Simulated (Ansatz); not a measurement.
B₄As₃N, ordered on the zincblende lattice (P-43m) with 8 atoms a cell, relaxed with r2SCAN in the PAW code Ansatz: it is cubic, P-43m (No. 215); a = 4.515 Å in the conventional setting, 11.51 Å³ an atom. Around N lie 4 B at 1.73 Å; around B lie 1 N at 1.73 Å and 3 As at 2.04 Å; around As lie 4 B at 2.04 Å. The primitive cell holds 8 atoms in 92.07 Å³. These are computed values for a non-magnetic cell that may be hypothetical; none is a measurement.

Computed values: Without spin-orbit coupling PBE's valence top is a threefold level at Γ and the gap is 0.239 eV; with it the level splits into four states above two, Δ₀ = 0.204 eV apart. HSE06 (4×4×4) gives a least gap of 0.96 eV and a least direct gap of 1.33 eV. r2SCAN's ε∞ is 8.89.

(1) What is the density?

(2) If the centre of gravity stays and the conduction band doesn't move, what gap follows with spin-orbit coupling?

(3) At what wavelength does absorption set in by HSE06, excitons left aside?

(4) What refractive index and reflectivity at normal incidence follow, below the gap and above the phonons?

Answers

(1) The cell holds 1 N, 4 B, 3 As: M = 1×14.007 + 4×10.810 + 3×74.922 = 282.01 u in V = 92.07 Å³. ρ = 1.66054 × M/V = 1.66054 × 282.01/92.07 = 5.086 g/cm³, for the static r2SCAN lattice.

(2) The fourfold level rises by Δ₀/3 = 0.068 eV and the twofold one falls by 2Δ₀/3, so E_g ≈ 0.239 − 0.068 = 0.171 eV. The PBE+SOC run gives 0.174 eV, +0.004 eV from the estimate.

(3) λ = 1239.84 eV nm/E: 1292 nm for the least gap, where it needs phonons and is weak, and 932 nm for direct transitions. That lies in the infrared.

(4) n = √8.89 = 2.982; R = ((n − 1)/(n + 1))² = (1.982/3.982)² = 24.8 % a face.

Only the levels marked +SOC include spin-orbit coupling.

The meshes of the hybrids are coarse, so their gaps aren't converged to the digits shown.

Small gaps with spin-orbit coupling can be splittings of inverted bands, not the fundamental gap; semilocal functionals often invert bands that the real crystal keeps in order.
